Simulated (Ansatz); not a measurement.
LiF (rock salt, space group No. 225), a = 4.008 Å, b = 4.008 Å, c = 4.008 Å, α = 90.00°, β = 90.00°, γ = 90.00°; the cell used has 2 atoms.

Relaxed with PBEsol. PBEsol in the plane-wave PAW code Ansatz gives a gap of 9.05 eV.

What gap does HSE06 give on the same cell (Ansatz, PAW)?

11.54 eV, 2.49 eV more. The hybrid was solved on a coarser mesh and at special points; its gap is the smallest among all of these.

```
k  v1 PBEsol  c1 PBEsol  v1 HSE06  c1 HSE06
-  ---------  ---------  --------  --------
Γ       0.00       9.05      0.00     11.54
X      -1.03      14.78       ___       ___
L      -0.24      10.66       ___       ___
W      -0.82      14.98       ___       ___
K      -0.76      14.39       ___       ___
```

Top valence (v1) and lowest conduction level (c1) in eV from each method's valence maximum (which need not be a listed point): supply the withheld HSE06 values.


- K, v1 HSE06: -0.79
- K, c1 HSE06: 17.04
- L, v1 HSE06: -0.25
- L, c1 HSE06: 13.22
- X, v1 HSE06: -1.07
- X, c1 HSE06: 17.57
- W, v1 HSE06: -0.86
- W, c1 HSE06: 17.71

Cost on shared cores: the PBEsol run (SCF on a 12×12×12 mesh, then bands and DOS) roughly 5 core-seconds, the HSE06 run (SCF on 9×9×9, then a few points) roughly 60 core-seconds; the tasks are unlike.

Space group Fm-3m (rock salt). Symmetry was held in the PBEsol relaxation.

Potentials: the later of the program's two PAW sets.
